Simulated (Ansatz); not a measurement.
Total density of states per atom from DFT-LDA in the program Ansatz with PAW potentials, in 0.25 eV bins, energy from the Fermi level:

(E (eV), states/eV/atom): (-7.85, 0.00); (-7.60, 0.00); (-7.35, 0.00); (-7.10, 0.00); (-6.85, 0.00); (-6.60, 0.00); (-6.35, 0.02); (-6.10, 0.10); (-5.85, 0.29); (-5.60, 0.51); (-5.35, 0.79); (-5.10, 0.72); (-4.85, 0.70); (-4.60, 0.75); (-4.35, 0.70); (-4.10, 0.65); (-3.85, 0.81); (-3.60, 0.84); (-3.35, 0.63); (-3.10, 0.60); (-2.85, 1.24); (-2.60, 0.90); (-2.35, 0.65); (-2.10, 0.65); (-1.85, 0.92); (-1.60, 1.21); (-1.35, 1.11); (-1.10, 0.77); (-0.85, 0.22); (-0.60, 0.19); (-0.35, 0.45); (-0.10, 0.99); (0.15, 0.54); (0.40, 0.34); (0.65, 0.21); (0.90, 0.08); (1.15, 0.05); (1.40, 0.03); (1.65, 0.01); (1.90, 0.00); (2.15, 0.00); (2.40, 0.02); (2.65, 0.24); (2.90, 0.48); (3.15, 0.84); (3.40, 1.45); (3.65, 1.21); (3.90, 1.15); (4.15, 1.20); (4.40, 0.69); (4.65, 0.70)

Pick the material that matches.
A) WS2, P6_3/mmc (W on 2c, S on 4f)
B) TaS2, P6_3/mmc (Ta on 2c, S on 4f)
C) WSe2, P6_3/mmc (W on 2c, Se on 4f)
D) PtS2, CdI2 type

B, TaS2, P6_3/mmc (Ta on 2c, S on 4f). Within 0.5 eV of the Fermi level: Ta 5d 66 %, S 3p 28 %. Projections are on Löwdin-orthogonalised atomic valence shells; empty p or d shells of many metals are not among them.

The cell is a constructed one: a structure type filled with these elements; the Crystallography Open Database files this formula in space group No. 194, but the cells were not matched. It is not the phase usual at ambient conditions (space group No. 164). The LDA relaxation kept the symmetry of its start; of distortions, only those at the zone centre were tested. The run is not spin-polarised. A crystal of weakly bound layers computed without a dispersion correction: the cell and the soft elastic constants depend strongly on that. Spin–orbit coupling is left out wherever it is not named.

Potentials: the later of the program's two PAW sets.
